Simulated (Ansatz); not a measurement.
A distorted cell of AlFe (CsCl type):

```xyz
2
Lattice="2.8454 0.0000 0.0000 0.0000 2.8454 0.0000 0.0000 0.0000 2.8454" Properties=species:S:1:pos:R:3 pbc="T T T"
Al     0.0000     0.0000     0.0000
Fe     1.4227     1.4227     1.6187
```

All values below come from PBEsol (plane waves to 420 eV, PAW, scalar-relativistic; Ansatz, an electronic-structure program). k mesh 13×13×13 (Γ-centred), Fermi-Dirac smearing 0.05 eV. Energies are smeared free energies. Stress and pressure are positive under compression. With partly filled bands, energies and forces of such displacements shift with the k mesh and the smearing. AlFe was relaxed with its symmetry unable to fall. Relaxed AlFe ends ferromagnetic. The magnetic order is the one the run started from; other orders were not tried.

Q: Predict the force on every atom, in eV/Å.

A: 
```json
[
 {"atom": "Al1", "Fx": "0.000", "Fy": "0.000", "Fz": "1.662"},
 {"atom": "Fe2", "Fx": "0.000", "Fy": "0.000", "Fz": "-1.662"}
]
```

Q: Give the stress tensor in GPa and the pressure.

A: 
```
    4.3      0.0      0.0
    0.0      4.3      0.0
    0.0      0.0      0.7
```
The pressure, a third of the trace, is 3.1 GPa.

Q: In it atom 2 sits (0.000, 0.000, 0.196) Å away from its relaxed site. What is its energy relative to the relaxed cell?

A: 164 meV/cell.

(A displaced cell: forces are minus the slopes of the energy, force constants its curvatures, and phonons follow from these.)
